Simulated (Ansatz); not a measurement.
Starting cell, ZnO (wurtzite):

```
CELL_PARAMETERS angstrom
      3.27960     0.00000     0.00000
     -1.63980     2.84021     0.00000
      0.00000     0.00000     5.29330
ATOMIC_POSITIONS crystal
  Zn 0.66667 0.33333 0.00215
  Zn 0.33333 0.66667 0.50215
  O  0.66667 0.33333 0.62305
  O  0.33333 0.66667 0.12305
```

The atoms are displaced by Q × the pattern below (from a DFPT mode at Γ, largest move 1; Q in Å), at fixed cell. It is one choice among 2 degenerate patterns.

```json
[
 {"atom": "Zn1", "x": "0.000", "y": "-0.245", "z": "0.000"},
 {"atom": "Zn2", "x": "0.000", "y": "-0.245", "z": "0.000"},
 {"atom": "O3", "x": "0.000", "y": "1.000", "z": "0.000"},
 {"atom": "O4", "x": "0.000", "y": "1.000", "z": "0.000"}
]
```

The numbers are results of PBE (plane waves to 420 eV, PAW, scalar-relativistic; Ansatz, a program for electronic structure), not measurements. k mesh 12×12×6 (Γ-centred), Fermi-Dirac smearing 0.05 eV. E stands for the smeared free energy. ZnO was relaxed with its symmetry unable to fall. The zero of ΔE is the undisplaced structure.

Q: Estimate the ΔE (meV/cell) and −dE/dQ from forces (eV/Å) for Q (Å) = -0.280, -0.233, -0.187, -0.047, 0.140, 0.187.

A: 
| Q (Å) | ΔE (meV/cell) | −dE/dQ from forces (eV/Å) |
|---|---|---|
| -0.280 | 922 | 7.807 |
| -0.233 | 604 | 5.863 |
| -0.187 | 369 | 4.289 |
| -0.047 | 21 | 0.915 |
| 0.140 | 200 | -2.992 |
| 0.187 | 369 | -4.289 |

(A displaced cell: forces are minus the slopes of the energy, force constants its curvatures, and phonons follow from these.)
